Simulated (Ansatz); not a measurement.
Total density of states per atom from LDA in the plane-wave PAW code Ansatz, in 0.25 eV bins, energy from the Fermi level:

```
E (eV) | states/eV/atom
    -7.85 | # 0.07
    -7.60 | # 0.08
    -7.35 | # 0.09
    -7.10 | # 0.10
    -6.85 | # 0.11
    -6.60 | # 0.12
    -6.35 | ## 0.14
    -6.10 | ## 0.17
    -5.85 | ## 0.18
    -5.60 | ## 0.22
    -5.35 | ### 0.30
    -5.10 | ####### 0.62
    -4.85 | ######### 0.80
    -4.60 | ########## 0.88
    -4.35 | ############ 1.05
    -4.10 | ############## 1.30
    -3.85 | ################# 1.56
    -3.60 | ################ 1.47
    -3.35 | ################ 1.45
    -3.10 | ############### 1.34
    -2.85 | ########### 1.03
    -2.60 | ################# 1.55
    -2.35 | ################### 1.73
    -2.10 | ################### 1.74
    -1.85 | ################### 1.71
    -1.60 | ############################## 2.70
    -1.35 | #################### 1.82
    -1.10 | #################### 1.83
    -0.85 | ##################### 1.86
    -0.60 | ################### 1.68
    -0.35 | ############### 1.38
    -0.10 | ########## 0.87
     0.15 | ######### 0.84
     0.40 | ########## 0.87
     0.65 | #### 0.39
     0.90 | ######################## 2.19
     1.15 | ##################### 1.86
     1.40 | ################ 1.45
     1.65 | ################## 1.64
     1.90 | ####### 0.67
```

Task: Which of these materials gives this?
A) VCo3, Cu3Au type
B) AlCu3, Cu3Au type
C) InAg3, Cu3Au type
D) HfRh3, Cu3Au type

Result: A, VCo3, Cu3Au type. Within 0.5 eV of the Fermi level: Co 3d 87 %, V 3d 8 %. Projections are on Löwdin-orthogonalised atomic valence shells; empty p or d shells of many metals are not among them.

Space group Pm-3m (Cu3Au type). The workflow started from a Materials Project entry (that database holds measured and hypothetical structures alike); the Crystallography Open Database copy checked does not list it. Whether it is the stable phase at ambient conditions was not checked. The cell was relaxed with LDA under the symmetry of its start; its stability against distortions is not shown here. No spin polarisation was allowed.

Potentials: the later of the program's two PAW sets.
